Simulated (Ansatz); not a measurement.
LaHg:
```
CELL_PARAMETERS angstrom
      3.89959     0.00000     0.00000
      0.00000     3.89959     0.00000
      0.00000     0.00000     3.89959
ATOMIC_POSITIONS crystal
  Hg 0.00000 0.00000 0.00000
  La 0.50000 0.50000 0.50000
```

Relaxed with r²SCAN. Special points in fractions of this cell's reciprocal vectors: Γ (0.000, 0.000, 0.000); X (0.000, 0.500, 0.000); M (0.500, 0.500, 0.000); R (0.500, 0.500, 0.500).

List the band energies nearest the Fermi level at these points for DFT-r²SCAN with spin–orbit coupling in the program Ansatz with PAW potentials.

In eV from the Fermi level; about four levels below and three above (degenerate sets whole), none deeper than 8.9 eV; points with the same levels are listed once.

```
k                                below                above
-  -----------------------------------  -------------------
Γ  -7.01 -7.01 -7.01 -7.01 -6.72 -6.72  0.05 0.05 0.05 0.05
X              -2.83 -2.83 -0.05 -0.05  0.66 0.66 1.04 1.04
M              -4.97 -4.97 -0.14 -0.14  0.21 0.21 0.72 0.72
R              -2.09 -2.09 -2.09 -2.09  1.63 1.63 1.63 1.63
```

Space group Pm-3m (CsCl type). The workflow started from an entry of the Crystallography Open Database (COD). Its standing as an ambient phase is unchecked. The r²SCAN relaxation kept the symmetry of its start; whether a distortion lowers the energy is not shown.

Potentials: the later of the program's two PAW sets.
